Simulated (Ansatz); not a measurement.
HfO2 in space group Pbca (No. 61; Hf on 8c, O on 8c, O on 8c), plane-wave PAW r²SCAN (Ansatz code), all energies at zero smearing, with the estimated change up to a 700 eV cutoff added, with one set of potentials and settings (totals compare only within such a set). Cell of 24 atoms (8 Hf, 16 O): -135016.974 eV.

```csv
element,reference phase,E (eV/atom)
Hf,"P6_3/mmc, 2 atoms in the cell",-15733.7929
O,"C2/m, 4 atoms in the cell, spin-polarised",-566.0346
```

Formation energy per atom, worked out: (-135016.974 − 8×(-15733.7929) − 16×(-566.0346))/24 = -3.753 eV/atom (-362 kJ per mol of atoms), at 0 K, without zero-point energy or fitted corrections.

The first step of the workflow began from a Materials Project structure, measured or hypothetical; the Crystallography Open Database files this formula in space group No. 61, but the cells were not matched. It is not the phase usual at ambient conditions (space group No. 14, 29). Symmetry was held in the r²SCAN relaxation; whether a distortion lowers the energy is not shown. The run is not spin-polarised. The references are the lowest solids computed at this level, not always the standard phases (solids in place of the gases). Spin–orbit coupling is left out wherever it is not named.

Potentials: the earlier of the program's two PAW sets.
